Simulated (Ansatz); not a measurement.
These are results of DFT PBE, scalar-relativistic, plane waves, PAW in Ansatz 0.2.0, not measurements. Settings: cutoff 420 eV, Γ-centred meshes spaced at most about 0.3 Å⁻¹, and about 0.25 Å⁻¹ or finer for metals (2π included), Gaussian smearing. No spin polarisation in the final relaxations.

These are static total energies at zero pressure. All come from trial cells, and lower structures may exist.

Question: Which of these relaxed structures of Al₅Cl₂ is the lowest in energy?
A.

```cif
data_structure
_symmetry_space_group_name_H-M 'P4/mmm'
_symmetry_Int_Tables_number 123
_cell_length_a 5.0344
_cell_length_b 5.0344
_cell_length_c 5.8999
_cell_angle_alpha 90.000
_cell_angle_beta 90.000
_cell_angle_gamma 90.000
_cell_volume 149.53
loop_
_atom_site_label
_atom_site_type_symbol
_atom_site_symmetry_multiplicity
_atom_site_Wyckoff_symbol
_atom_site_fract_x
_atom_site_fract_y
_atom_site_fract_z
_atom_site_occupancy
Al1 Al 4 i 0.00000 0.50000 0.74309 1
Al2 Al 1 b 0.00000 0.00000 0.50000 1
Cl1 Cl 1 d 0.50000 0.50000 0.50000 1
Cl2 Cl 1 c 0.50000 0.50000 0.00000 1
```

B.

```cif
data_structure
_symmetry_space_group_name_H-M 'P6/mmm'
_symmetry_Int_Tables_number 191
_cell_length_a 5.5431
_cell_length_b 5.5431
_cell_length_c 5.3446
_cell_angle_alpha 90.000
_cell_angle_beta 90.000
_cell_angle_gamma 120.000
_cell_volume 142.22
loop_
_atom_site_label
_atom_site_type_symbol
_atom_site_symmetry_multiplicity
_atom_site_Wyckoff_symbol
_atom_site_fract_x
_atom_site_fract_y
_atom_site_fract_z
_atom_site_occupancy
Al1 Al 1 a 0.00000 0.00000 0.00000 1
Al2 Al 1 b 0.00000 0.00000 0.50000 1
Al3 Al 3 g 0.50000 0.00000 0.50000 1
Cl1 Cl 2 c 0.33333 0.66667 0.00000 1
```

Answer: B. It has space group P6/mmm (No. 191); the next, A, with space group P4/mmm (No. 123), lies 195 meV/atom higher. Counting Al atoms around Cl (those within 1.25 times the shortest such distance or 1.15 times the sum of covalent radii; the shortest distance is added where it is long for a bond; a slash parts the counts of unlike sites), the lowest has Cl 9 from 3.1 Å and the next has Cl 8 from 2.9 Å/8+4 from 2.9 Å.

In P6/mmm, P4/mmm an odd number of electrons in the primitive cell allows no gap without spin; a larger cell or a magnetic state could open one. Cells relaxed within their symmetry can be saddle points. Some types were kept out of the candidates beforehand, so the set may lack a known form.
